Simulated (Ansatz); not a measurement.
A geometry of Ti away from equilibrium: the start of the relaxation of a relaxed Ti cell, doubled along one cell vector, shaken by Gaussian noise of σ = 0.08 Å a coordinate. Level of theory: r2SCAN (plane waves to 500 eV, PAW, scalar-relativistic; Ansatz, a quantum-chemistry and plane-wave program). Γ-centred k-mesh 12×12×6 on the run's cell (coarser than for final values), Fermi–Dirac smearing 0.05 eV.

```xyz
2
Lattice="2.6262 0.0000 0.0000 0.0000 2.6262 0.0000 0.0000 0.0000 5.2524" Properties=species:S:1:pos:R:3 pbc="T T T"
Ti    -0.0747    -0.1415     0.0194
Ti    -0.0467     0.1660     2.6635
```

Task: What forces act on the atoms (eV/Å)?

Result: 
| atom | Fx | Fy | Fz |
|---|---|---|---|
| Ti1 | -0.06 | -0.61 | 0.11 |
| Ti2 | 0.06 | 0.61 | -0.11 |

Task: What is the pressure?

Result: -0.4 GPa, compression positive.

No spin polarisation in the result.

The run could not lose the symmetry of its start, so the end can be a saddle point.

The end of the path is a generated cell of Ti: the first start was made by placing the elements on the sites of a structure type, and the end was not matched to a known phase here, so it may be hypothetical. Known forms of Ti include space group No. 194.
